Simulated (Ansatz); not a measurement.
## Se, beta-Sn type: geometry optimisation

These are results of Ansatz 0.2.0, DFT, LDA (PW92), plane waves (420 eV) with PAW, scalar-relativistic, not measurements. The PAW files were generated under PBE, with cores re-solved for the functional.

k-point mesh 12×12×8, Fermi-Dirac smearing 0.1 eV, no spin polarisation. Cell and atoms relax.

Starting structure:

```yaml
crystal:
  lattice:
    - [-2.75760, 2.75760, 1.50565]
    - [2.75760, -2.75760, 1.50565]
    - [2.75760, 2.75760, -1.50565]
  atoms:
    - { symbol: Se, position: [0.00000, 0.00000, 0.00000] }
    - { symbol: Se, position: [0.75000, 0.25000, 0.50000] }
```

Q: What cell does the relaxation end in?

A: C2/c with a = 2.773 Å, b = 7.498 Å, c = 4.516 Å, β = 90.97°; 23.47 Å³ per atom against 22.90 at the start (2.5 %).

The cell has left the beta-Sn structure type; it ends in C2/c.

Q: How much energy does the relaxation gain?

A: 213.2 meV per atom.

The k-point mesh keeps fewer symmetry operations than the starting structure has, so the cell can leave it.
